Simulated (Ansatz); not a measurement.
SrO:
```yaml
crystal:
  lattice:
    - [0.00000, 2.56121, 2.56121]
    - [2.56121, 0.00000, 2.56121]
    - [2.56121, 2.56121, 0.00000]
  atoms:
    - { symbol: Sr, position: [0.00000, 0.00000, 0.00000] }
    - { symbol: O, position: [0.50000, 0.50000, 0.50000] }
```

Cartesian axes are those of the cell as given.

### Question
Give the high-frequency dielectric tensor and the Born effective charge tensors of the independent atoms from DFPT, PBEsol in the plane-wave PAW code Ansatz.

### Answer

ε∞:
```
3.87  0.00  0.00
0.00  3.87  0.00
0.00  0.00  3.87
```
Z* of atom 1 (Sr), rows: field, columns: displacement, in e:
```
2.46  0.00  0.00
0.00  2.46  0.00
0.00  0.00  2.46
```
Z* of atom 2 (O), rows: field, columns: displacement, in e:
```
-2.46   0.00   0.00
 0.00  -2.46   0.00
 0.00   0.00  -2.46
```

Space group Fm-3m (rock salt). Symmetry was held in the PBEsol relaxation. Scalar-relativistic: spin–orbit coupling is off unless named, which matters more the heavier the elements.

Potentials: the later of the program's two PAW sets.
